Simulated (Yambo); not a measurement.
Given:

```xyz
2
Lattice="0.0000 3.0041 3.0041 3.0041 0.0000 3.0041 3.0041 3.0041 0.0000" Properties=species:S:1:pos:R:3 pbc="T T T"
H      0.0000     0.0000     0.0000
Rb     3.0041     3.0041     3.0041
```

Workflow: PBEsol (Quantum ESPRESSO, PseudoDojo norm-conserving, 72 Ry, with spin-orbit coupling), then G0W0 in Yambo (4×4×4 Γ-centred k mesh, 190 bands and a 8 Ry block in the screening, 190 bands in G with the Bruneval-Gonze terminator, plasmon pole fitted at 27.2 eV).

Give the PBEsol and G0W0 gaps between the band edges found on this mesh, and say where the edges lie.

Edges: L → L. PBEsol: 2.72 eV; G0W0: 5.24 eV. Nearest settings tried, and what they do to the gap: 118 bands in G: -4 meV; 80 bands in W: -62 meV; 7 Ry block (137 vectors against 169): -21 meV. Not varied: mesh. So the settings aren't converged at that level. 

Geometry of the Materials Project entry, not relaxed at this level.
